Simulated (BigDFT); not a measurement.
BigDFT run on the molecule CH7F2NSi2: self-consistent single point.

Computed with LDA (Teter-Pade), Daubechies wavelet basis, HGH (Krack) norm-conserving potentials made for LDA, isolated boundary conditions (BigDFT).

```xyz
13

N     -1.0217     1.6741    -0.3698
Si    -0.3355     0.3280     0.4467
C     -1.0254    -1.2823    -0.1586
F     -0.8258    -1.3722    -1.5041
Si     1.9887     0.1100     0.2496
F      2.7401     1.3249     0.9813
H     -0.9423     1.5444    -1.3783
H     -2.0186     1.7351    -0.1739
H     -0.7133     0.5104     1.8707
H     -0.5499    -2.1482     0.3106
H     -2.1029    -1.3480     0.0169
H      2.4150    -1.1636     0.8916
H      2.3916     0.0874    -1.1827
```

Reference input (self-consistent single point, DFT, LDA (Teter-Pade), Daubechies wavelet basis, HGH (Krack) norm-conserving potentials made for LDA, isolated boundary conditions): basis = Daubechies wavelets; dft.hgrids = 0.31 bohr; dft.rmult = 5 8; dft.ixc = 1; potentials = built-in HGH-K LDA; boundary_conditions = free; dft.gnrm_cv = 1e-05; dft.itermax = 80; dft.idsx = 6; dft.nrepmax = 3. This run's input differs from it in these lines:

```diff
@@ -2,4 +2,4 @@
 dft:
-  hgrids: 0.31
-  rmult: [5, 8]
+  hgrids: 0.357
+  rmult: [5, 7]
   ixc: 1
```

Output (repeated stretches shortened):

```
  #------------------------------------------------------------------- Self-Consistent Cycle
 Ground State Optimization:
 - Hamiltonian Optimization: &itrp001
   - Subspace Optimization: &itrep001-01
       Wavefunctions Iterations:
 iter:  1, EKS: -7.54122728921450687E+01, gnrm:  2.17E-01, D: -7.13E-01,
 iter:  2, EKS: -7.59519264216565944E+01, gnrm:  9.62E-02, D: -5.40E-01,
 iter:  3, EKS: -7.60355418410699002E+01, gnrm:  4.54E-02, D: -8.36E-02,
 iter:  4, EKS: -7.60678150665806214E+01, gnrm:  2.17E-02, D: -3.23E-02,
 iter:  5, EKS: -7.60740508808302138E+01, gnrm:  9.89E-03, D: -6.24E-03,
   [... lines left out ...]
 iter:  11, EKS: -7.60759533182401100E+01, gnrm:  2.10E-04, D: -2.05E-06,
 iter:  12, EKS: -7.60759542049145239E+01, gnrm:  1.31E-04, D: -8.87E-07,
 iter:  13, EKS: -7.60759545939287705E+01, gnrm:  8.61E-05, D: -3.89E-07,
 iter:  14, EKS: -7.60759547785221741E+01, gnrm:  5.28E-05, D: -1.85E-07,
 iter:  15, EKS: -7.60759548477680312E+01, gnrm:  3.06E-05, D: -6.92E-08,
 iter:  16, EKS: -7.60759548684532376E+01, gnrm:  1.65E-05, D: -2.07E-08,
 iter:  17, EKS: -7.60759548739354017E+01, gnrm:  9.87E-06, D: -5.48E-09,
       -  &FINAL001  { #---------------------------------------------------------- iter: 18
 iter:  18, EKS: -7.60759548755389403E+01, gnrm:  9.87E-06, D: -1.60E-09,  #FINAL
        #Eigenvalues and New Occupation Numbers
       Orbitals: [
   [... 16 lines left out ...]
 Last Iteration                        : *FINAL001
  #---------------------------------------------------------------------- Forces Calculation
 Total electronic charge               :  37.999996765975
 Electric Dipole Moment (AU):
   P vector                            :  [ -8.180697E-01, -4.920736E-01, -2.007821E-02 ]
   norm(P)                             :  9.54870487E-01
 Electric Dipole Moment (Debye):
   P vector                            :  [ -2.079326E+00, -1.250726E+00, -5.103373E-02 ]
   norm(P)                             :  2.42703846E+00
 BigDFT infocode                       :  0
   [... lines left out ...]
 -  {H: [-2.164287364498E-04, -6.574482886624E-03,  2.731153548159E-03]} # 0010
 -  {H: [-8.774753602435E-03,  7.439738779456E-04,  1.823460231185E-03]} # 0011
 -  {H: [-7.057308112601E-04, -4.261731281415E-03,  1.330459446996E-04]} # 0012
 -  {H: [ 2.969873122672E-03, -5.668914951650E-04,  6.102782056306E-04]} # 0013
 Energy (Hartree)                      : -7.60759548755389403E+01
 Force Norm (Hartree/Bohr)             :  4.29381705355664431E-02
```

The run converged in 18 iterations. Against the reference run the free energy goes up by 26.5 meV/atom and the largest force goes from 1.309 to 1.241 eV/Å.

The grid can part forces that symmetry would make equal. Forces above 1 eV/Å remain at this geometry. This run is one point of a test of settings, so its values need not be converged; read them against the reference run alone. The geometry comes from a cheaper method or was typed, in some cases with atoms then moved at random; it is not relaxed at this level, and the species need not be a known compound.

Cost on one core: about 2.7 core-minutes (a rough figure).
